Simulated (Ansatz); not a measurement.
**Does relaxation matter for the field gradients of SiC with indium replacing Si?**

Start: a supercell of SiC (zinc blende type, F-43m) built from a structure deposited in the COD, with all atoms left at the host's positions.

Space group F-43m (No. 216); a = 13.0740 Å.

| site | Wyckoff | site symmetry | x | y | z |
| --- | --- | --- | --- | --- | --- |
| In | 4a | -43m | 0.0000 | 0.0000 | 0.0000 |
| Si2 | 48h | ..m | 0.1667 | 0.0000 | 0.1667 |
| Si5 | 16e | .3m | 0.3333 | 0.8333 | 0.1667 |
| Si9 | 16e | .3m | 0.6667 | 0.6667 | 0.3333 |
| Si15 | 24f | 2.mm | 0.5000 | 0.6667 | 0.5000 |
| C28 | 16e | .3m | 0.0833 | 0.9167 | 0.0833 |
| C29 | 24g | 2.mm | 0.2500 | 0.9167 | 0.2500 |
| C33 | 48h | ..m | 0.5833 | 0.7500 | 0.4167 |
| C41 | 16e | .3m | 0.4167 | 0.5833 | 0.4167 |
| C54 | 4c | -43m | 0.7500 | 0.2500 | 0.7500 |

One atom of each set is listed; the run and its k-mesh use a cell of 54 atoms with edges of 9.24, 9.24, 9.24 Å.

Computed with Ansatz: DFT, PBE, plane waves and PAW, scalar-relativistic, collinear spin, 420 eV cutoff, Γ-centred 3×3×3 k-points, Fermi–Dirac smearing 0.01 eV. Start moments as typed (μB): 1 on each In, none on the rest.

The largest force at the start is 7.3 eV/Å. Relaxing the ions at fixed cell moves them by 0.225 Å at most (atom 28, C) and 0.062 Å rms.

```tsv
site	moved (Å)	first shell before	first shell after	V_zz before (10²¹ V/m²)	η before
In	0.000	4 C at 1.89 Å	4 C at 2.11 Å	0.00	–
Si2	0.024	4 C at 1.89 Å	4 C at 1.84–1.89 Å	-0.26	0.15
Si5	0.000	4 C at 1.89 Å	4 C at 1.89 Å	0.033	0.00
Si9	0.000	4 C at 1.89 Å	4 C at 1.89 Å	<0.005	–
Si15	0.001	4 C at 1.89 Å	4 C at 1.89 Å	-0.008	0.24
C28	0.225	1 In at 1.89 Å, 3 Si at 1.89 Å	3 Si at 1.84 Å, 1 In at 2.11 Å	-0.16	0.00
C29	0.002	4 Si at 1.89 Å	4 Si at 1.87–1.89 Å	-0.018	0.59
C33	0.001	4 Si at 1.89 Å	4 Si at 1.89 Å	0.040	0.93
C41	0.000	4 Si at 1.89 Å	4 Si at 1.89 Å	0.010	0.00
```

(1) How do the gradients change?

Results:

(1) 

| site | V_zz after | η after | change of V_zz |
| --- | --- | --- | --- |
| In | 0.00 | – | 0.00 |
| Si2 | -0.97 | 0.66 | -0.71 |
| Si5 | 0.040 | 0.00 | +0.01 |
| Si9 | -0.028 | 0.00 | -0.03 |
| Si15 | -0.068 | 0.38 | -0.06 |
| C28 | 0.75 | 0.00 | +0.91 |
| C29 | -0.44 | 0.06 | – |
| C33 | -0.073 | 0.13 | – |
| C41 | 0.020 | 0.00 | +0.01 |

The largest change of V_zz along a kept axis is on C28, from -0.16 to 0.75. Where |V_zz| stays above 0.1 and the axes keep their order, η moves most on Si2, from 0.15 to 0.66. V_zz changes sign on C28 (same axis). On C33, C29 the largest principal value lies along another axis in the second run, so the two V_zz can't be compared directly. Other sites without a gradient aren't listed.

The defect repeats with the cell of 54 atoms, so it feels its images: sites between two images don't show the values beside a lone defect, and zeros or small values of η there can come from the images' arrangement. The defect cell has no gap above 0.1 eV on its mesh, so the values can hang on the smearing and the k-mesh. Without spin–orbit coupling (the program notes it for In) the gradients can shift somewhat, as the gap is small. The run lost most of its start moments on In; a state with other moments may lie lower.
Before: The cell keeps the host's lattice, where the PBE pressure is 9 GPa. The neighbours have not yet relaxed around the defect (largest force 7.3 eV/Å), so the values at and beside it are those of a strained start, not of the defect in a real crystal.
After: The relaxation keeps the site symmetry -43m of the start, so the impurity can't leave its site; a distortion that would localise the partly filled state isn't explored. The cell keeps the host's lattice, where the PBE pressure is 7 GPa.
